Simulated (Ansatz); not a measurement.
**In$_{2}$Bi$_{2}$Te$_{2}$S$_{3}$ single point**

Input file of Ansatz 0.2.0:

```yaml
crystal:
  lattice:
    - [2.085505, 3.612198, 0.0]
    - [-2.085505, 3.612198, 0.0]
    - [0.0, 0.0, 16.597421]
  atoms:
    - { symbol: Bi, position: [0.0, 0.0, 0.19477] }
    - { symbol: Bi, position: [0.0, 0.0, 0.80523] }
    - { symbol: In, position: [0.33333, 0.33334, 0.60123] }
    - { symbol: In, position: [0.66667, 0.66666, 0.39877] }
    - { symbol: Te, position: [0.33333, 0.33334, 0.9106] }
    - { symbol: Te, position: [0.66667, 0.66666, 0.0894] }
    - { symbol: S, position: [0.33333, 0.33334, 0.29817] }
    - { symbol: S, position: [0.66667, 0.66666, 0.70183] }
    - { symbol: S, position: [0.0, 0.0, 0.5] }
  symmetry: { tolerance: 0.0003 }
kpoints:
  mp_grid: { grid: [9, 9, 2], shift: [0, 0, 0] }
  band_path:
    path:
      - [0.0, 0.0, 0.0]
      - [0.5, 0.5, 0.0]
      - [0.33333333, 0.66666667, 0.0]
      - [0.0, 0.0, 0.0]
      - [0.0, 0.0, 0.5]
      - [0.5, 0.5, 0.5]
      - [0.33333333, 0.66666667, 0.5]
      - [0.0, 0.0, 0.5]
      - [0.5, 0.5, 0.5]
      - [0.5, 0.5, 0.0]
      - [0.33333333, 0.66666667, 0.5]
    npoints: 6
magnetization:
  spin_polarized: false
scf:
  occupations: { method: fermi_dirac }
  lower_state_search: "off"
  max_iter: 200
hamiltonian:
  pseudopotentials: { kind: paw }
  xc: pbesol
basis:
  ecutwfc: 420
  fft_grid_basis: typed
output:
  forces: true
  stress: true
  eigenvalues: true
  populations: true
  elf: true
  write_potential: true
  volumetric_format: npy
  dos:
    e_range: [-12, 8]
    de: 0.05
    projected: { site_lists: { Bi: [Bi], In: [In], S: [S], Te: [Te] } }
checkpoint:
  read: saved_state
```

The saved state is an earlier solution for the same cell, perhaps on another mesh. 

Output (shortened):

```
Warning: the atoms were moved onto the symmetric positions of the space group found under crystal.symmetry.tolerance 3.0e-4 (fractional; no operation is sought that the atoms, as they stand in a round, miss by more than twice it, and no atom is moved by as much as it), and the run uses the moved positions.
Pseudopotentials: kind: paw
Pseudopotential: Bi, paw, valence charge 15, recommended cutoff 420 eV (normal), Bi.paw.azcp
Pseudopotential: In, paw, valence charge 13, recommended cutoff 420 eV (normal), In.paw.azcp
Pseudopotential: Te, paw, valence charge 16, recommended cutoff 420 eV (normal), Te.paw.azcp
Pseudopotential: S, paw, valence charge 6, recommended cutoff 420 eV (normal), S.paw.azcp
Functional definition: PBEsol
  exchange = pbesol_x
  correlation = pbesol_c
Crystal: 9 atoms, lattice volume = 250.065 Å³
Basis set: ecut = 420 eV, 4849 PW (Γ), exchange–correlation on 60×60×240 points (8 copies of the dense FFT grid, shifted against one another)
Bands: 64, of which v1, the nominal top of the filled ones, is band 53 counted from 1 (52 counted from 0)
Symmetry: 12 space group operations
Space group: P-3m1 (ITA 164), of the structure as read, at distance tolerance 1.9e-3 Å
k-points: 24 of 162
Initial density: read from a saved state, or passed on in memory by an earlier SCF of this step, an earlier step, the calling program or the single point that the run made first
Functional: x = pbesol(κ = 0.804, μ = 0.1235), c = pbesol(β = 0.046)
Free energy (F): -51995.3566 eV
Harris-Foulkes:  -51995.3566 eV  (|F-HF|=1.38e-8)
Internal energy: -51995.2715 eV  (E = F + TS)
E sigma→0 (E₀):  -51995.3140 eV
Entropy (-TS):   -0.0850 eV (-9.446 meV/atom)
Fermi energy:    8.6158 eV
--- Forces (eV/Å), atoms counted from 1 ---
  atom   1  Bi     0.0000     0.0000     0.4392
  atom   2  Bi     0.0000     0.0000    -0.4392
  atom   3  In     0.0000     0.0000    -0.2464
  atom   4  In     0.0000     0.0000     0.2464
  atom   5  Te     0.0000     0.0000     0.4962
  atom   6  Te     0.0000     0.0000    -0.4962
  atom   7  S      0.0000     0.0000     0.4958
  atom   8  S      0.0000     0.0000    -0.4958
  atom   9  S      0.0000     0.0000     0.0000
--- Stress (GPa, compression-positive) ---
       -1.1921       0.0000       0.0000
        0.0000      -1.1921       0.0000
        0.0000       0.0000      -1.3928
  P = ⅓ Tr σ = -1.2590 GPa (-12.590 kbar)
--- Löwdin populations: 9 sites ---
  site symbol       q [e]
     0     Bi     14.5039
     1     Bi     14.5039
     2     In     12.7571
     3     In     12.7571
     4     Te     16.1025
     5     Te     16.1025
     6      S      6.3753
     7      S      6.3753
     8      S      6.2309
  spilling = 0.0027 (of n_electrons = 106.0000)
```

Origin: a known structure type with other elements, at an estimated volume, so it need not be a known compound.
